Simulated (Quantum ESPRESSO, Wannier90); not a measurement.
# Wannierisation of PbSe (Cmcm)

```
PbSe
1.0
    4.30975     0.00000     0.00000
    0.00000     0.00000    -4.45049
   -2.15488     6.13394     0.00000
Pb Se
2 2
Direct
  0.36824   0.25000   0.73648
  0.63176   0.75000   0.26352
  0.13871   0.25000   0.27742
  0.86129   0.75000   0.72258
```

Structure: Materials Project mp-1063670, symmetrised, not relaxed again. Not found in the COD (Crystallography Open Database) copy used, which has the formula in other groups; not checked further. Method: PBEsol plane waves in Quantum ESPRESSO 7.5 (PseudoDojo norm-conserving files, 69 Ry, no spin polarisation, no spin-orbit coupling), Bloch states on a 6×6×6 mesh through Γ, Wannier90 4.0.1. Density: 8×8×8 mesh, Gaussian smearing 0.01 Ry. Spin-orbit coupling is left out although heavy elements are present.

Base run: 16 functions from bands 21-46 of the 46 computed, start hydrogen-like Pb: s;p; Se: s;p, centres 0.05 Å off the atoms, frozen window up to 2.29 eV relative to the valence-band maximum, outer window open. Rows change the key named; with other orbitals the number of functions and the frozen window follow, as listed; window edges are relative to the valence-band maximum. The misfit compares interpolated bands with pw.x on a high-symmetry path, for states up to 1.8 eV relative to the valence-band maximum. Converged means that the tolerances were met: symmetric starts can stop on a saddle, which shows as a larger Ω_OD at equal Ω_I and can move the misfit too.

Rows with other orbitals or bands describe another subspace, so their Ω_I can't be set against the base's. Runs that didn't settle are not listed.

```
setting                                                                   orbitals  bands  functions  frozen to (eV)  Ω_I (Å²)  Ω_D (Å²)  Ω_OD (Å²)  rms misfit (meV)  worst (meV)            ended
------------------------------------------------------  --------------------------  -----  ---------  --------------  --------  --------  ---------  ----------------  -----------  ---------------
base                                                                  Pb sp, Se sp  21-46         16            2.29     24.18      0.00       4.93               3.4           33        converged
num_iter = 0 (projection only), orbitals on the atoms                 Pb sp, Se sp  21-46         16            2.29     24.18      0.00      10.58               3.5           36  no minimisation
start: the same orbitals exactly on the atoms                         Pb sp, Se sp  21-46         16            2.29     24.18      0.00       6.90               3.2           33        converged
other orbitals: Pb: s;p; Se: p                                         Pb sp, Se p  23-46         14            2.29     27.00      0.00       3.41               3.8           34        converged
start: atomic waves of the pseudopotential files        Pb 6s, Pb 6p, Se 4s, Se 4p  21-46         16            2.29     24.18      0.00       6.90               3.2           33        converged
atomic waves with projectability windows 0.01 and 0.95  Pb 6s, Pb 6p, Se 4s, Se 4p  21-46         16            2.29     25.65      0.00       6.97               2.2           24        converged
```
